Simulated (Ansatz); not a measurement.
# Relaxing boron (hcp)

These are results of DFT, PBEsol, plane waves (420 eV) with PAW, scalar-relativistic (Ansatz 0.2.0), not measurements. The PAW files were generated under PBE, with cores re-solved for the functional.

k-point mesh 17×17×9, Fermi-Dirac smearing 0.1 eV, no spin polarisation. Cell and atoms relax.

Starting structure:

```yaml
crystal:
  lattice:
    - [2.1005919712, 0.0, 0.0]
    - [-1.0502959856, 1.81916601, 0.0]
    - [0.0, 0.0, 3.4302666889]
  atoms:
    - { symbol: B, position: [0.3333333333, 0.6666666667, 0.25] }
    - { symbol: B, position: [0.6666666667, 0.3333333333, 0.75] }
hamiltonian:
  xc: pbesol
  pseudopotentials:
    kind: paw
    azcp:
      B: "pseudopotentials/B.paw.azcp"
basis:
  ecutwfc: 420
  fft_grid_basis: typed
kpoints:
  mp_grid: { grid: [17, 17, 9], shift: [0, 0, 0] }
magnetization:
  spin_polarized: false
scf:
  occupations: { method: fermi_dirac, width: 0.1 }
relax:
  max_steps: 60
  f_tol: 0.01
  cell: {}
```

What cell does the relaxation end in?

P6_3/mmc with a = 1.710 Å, c = 7.169 Å (c/a = 4.193); 9.07 Å³ per atom against 6.55 at the start (38.5 %).

The cell has left the hcp structure type; it ends in P6_3/mmc.

How much energy does the relaxation gain?

784.7 meV per atom.

Path of the relaxation (the plane waves are chosen anew near the end, which can shift the energy a little):

| step | E − E(final) (meV/atom) | V (Å³/atom) | P (GPa) | max force (eV/Å) |
| --- | --- | --- | --- | --- |
| 0 | 784.68 | 6.554 | -22.31 | 0.000 |
| 1 | 731.69 | 6.202 | -12.08 | 0.000 |
| 2 | 670.70 | 5.751 | 9.36 | 0.000 |
| 3 | 621.24 | 5.630 | 21.22 | 0.000 |
| 4 | 562.68 | 5.786 | 16.31 | 0.000 |
| 5 | 516.57 | 5.987 | 10.23 | 0.000 |
| 6 | 474.45 | 6.100 | 9.03 | 0.000 |
| 7 | 443.41 | 6.270 | 4.97 | 0.000 |
| 8 | 415.11 | 6.351 | 5.37 | 0.000 |
| 9 | 389.35 | 6.500 | 2.67 | 0.000 |
| 10 | 358.36 | 6.513 | 5.22 | 0.000 |
| 11 | 313.84 | 6.523 | 7.68 | 0.000 |
| 12 | 283.86 | 6.632 | 7.98 | 0.000 |
| 13 | 265.78 | 6.894 | 0.56 | 0.000 |
| 14 | 263.00 | 6.955 | 2.92 | 0.000 |
| 15 | 261.36 | 6.983 | 0.28 | 0.000 |
| 16 | 261.35 | 6.988 | 0.00 | 0.000 |
| 17 | 108.96 | 6.988 | 8.13 | 0.000 |
| 18 | 76.23 | 7.197 | 5.71 | 0.000 |
| 19 | 51.44 | 7.385 | 5.06 | 0.000 |
| 20 | 34.11 | 7.595 | 3.97 | 0.000 |
| 21 | 23.64 | 7.831 | 2.02 | 0.000 |
| 22 | 18.17 | 8.055 | 0.71 | 0.000 |
| 23 | 16.69 | 8.260 | 0.21 | 0.000 |
| 24 | 16.87 | 8.311 | -0.07 | 0.000 |
